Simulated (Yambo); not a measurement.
A G0W0@LDA run in Yambo for a free-standing HfS2 monolayer (symmetry P-3m1, slab cell 15.9 Å high) (9×9×1 Γ-centred k mesh, bands 2 to 97 and a 6 Ry block in the screening, 97 bands in G with the Bruneval-Gonze terminator, plasmon pole fitted at 27.2 eV, slab-truncated Coulomb interaction, stochastic integration of W near q = 0) gives these matrix elements, in eV, at the band edges (Γ → (0, 0.444)):

```csv
state,E0,<Vxc>,<Σx>,<Σc(E0)>,Z
valence edge,0.000,-13.604,-15.958,1.429,0.762
conduction edge,1.054,-12.674,-8.215,-3.228,0.776
```

Problem. Solve the linearised quasiparticle equation for both states, give the gap, and say how exchange and correlation each act on it.

Solution. E = E0 + Z(Σx + Σc − Vxc). Valence: 0.000 + 0.762 × (-15.958 + (1.429) − (-13.604)) = -0.70 eV. Conduction: 1.054 + 0.776 × (-8.215 + (-3.228) − (-12.674)) = 2.01 eV. The gap is 2.71 eV, against 1.05 eV in LDA. Replacing Vxc by bare exchange alone would open it by 6.81 eV; correlation takes back 4.66 eV of that, and Z scales what is left. Nearest settings tried, and what they do to the gap: 74 bands in W, 74 bands in G: +19 meV; 5 Ry block (243 vectors against 317): -41 meV. Not varied: mesh, cell height. So the settings aren't converged at that level. Without spin-orbit coupling, band edges of such heavy elements can be off by tenths of an eV.

Geometry relaxed with LDA; primitive cell a = 3.562 Å, b = 3.562 Å, c = 15.900 Å, α = 90.00°, β = 90.00°, γ = 120.00°.
